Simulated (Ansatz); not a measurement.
MgO (rock salt, Fm-3m), a = 4.1593 Å, b = 4.1593 Å, c = 4.1593 Å, α = 90.00°, β = 90.00°, γ = 90.00°; the cell used has 2 atoms.

Relaxed with LDA.

Q: Decompose the optical modes at the zone centre into irreducible representations, and say which are infrared and Raman allowed.

A: Point group m-3m: Γ_opt = T1u. Infrared: T1u. Raman: none.

Q: Assign frequencies (DFPT, plane-wave PAW LDA (Ansatz code); without the LO–TO term).

A: T1u 408 cm⁻¹.

Symmetry was held in the LDA relaxation; phonons on a q-mesh show no instability. The volume moved by -42 % from the start of the relaxation.

Potentials: the later of the program's two PAW sets.
